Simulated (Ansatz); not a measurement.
Rb2NaYF6:
```cif
data_F24Na4Rb8Y4
_chemical_formula_sum 'Rb8 Na4 Y4 F24'
_space_group_name_H-M_alt 'Fm-3m'
_space_group_IT_number 225
_space_group_name_Hall '-F 4 2 3'
_cell_length_a 8.82909
_cell_length_b 8.82909
_cell_length_c 8.82909
_cell_angle_alpha 90.000
_cell_angle_beta 90.000
_cell_angle_gamma 90.000
loop_
_atom_site_label
_atom_site_type_symbol
_atom_site_symmetry_multiplicity
_atom_site_Wyckoff_symbol
_atom_site_fract_x
_atom_site_fract_y
_atom_site_fract_z
_atom_site_occupancy
Rb1 Rb 8 c 0.25000 0.25000 0.25000 1
Na1 Na 4 b 0.50000 0.50000 0.50000 1
Y1 Y 4 a 0.00000 0.00000 0.00000 1
F1 F 24 e 0.00000 0.00000 0.24464 1
```
(The calculation used a cell of 10 atoms; values per cell refer to that cell.)

Relaxed with r²SCAN. DFT-r²SCAN in the program Ansatz with PAW potentials gives a gap of 7.60 eV.

### Question
What gap does HSE06 give on the same cell (Ansatz, PAW)?

### Answer
8.85 eV, 1.25 eV more. The hybrid was solved on a coarser mesh and at special points; the gap given is the minimum over both.

| k | v1 r²SCAN | c1 r²SCAN | v1 HSE06 | c1 HSE06 |
|---|---|---|---|---|
| Γ | 0.00 | 7.60 | 0.00 | 8.85 |
| X | -0.01 | 9.32 | (withheld) | (withheld) |
| L | -0.16 | 9.30 | (withheld) | (withheld) |
| W | -0.13 | 9.35 | (withheld) | (withheld) |
| K | -0.07 | 9.32 | (withheld) | (withheld) |

### Question
Top valence (v1) and lowest conduction level (c1) in eV from each method's valence maximum (which need not be a listed point): supply the withheld HSE06 values.

### Answer

- K, v1 HSE06: -0.07
- K, c1 HSE06: 10.83
- W, v1 HSE06: -0.14
- W, c1 HSE06: 10.87
- L, v1 HSE06: -0.17
- L, c1 HSE06: 10.82
- X, v1 HSE06: -0.01
- X, c1 HSE06: 10.84

Cost on shared cores: the r²SCAN run (SCF on a 6×6×6 mesh, then bands and DOS) about 110 core-seconds (a rough figure), the HSE06 run (SCF on 3×3×3, then a few points) about 4 core-minutes (a rough figure); the tasks are unlike.

The first step of the workflow began from a Materials Project structure, measured or hypothetical; the Crystallography Open Database files this formula in space group No. 225, but the cells were not matched. Whether it is the stable phase at ambient conditions was not checked. The r²SCAN relaxation kept the symmetry of its start; whether a distortion lowers the energy is not shown. The run is not spin-polarised. Spin–orbit coupling is left out wherever it is not named.

Potentials: the later of the program's two PAW sets.
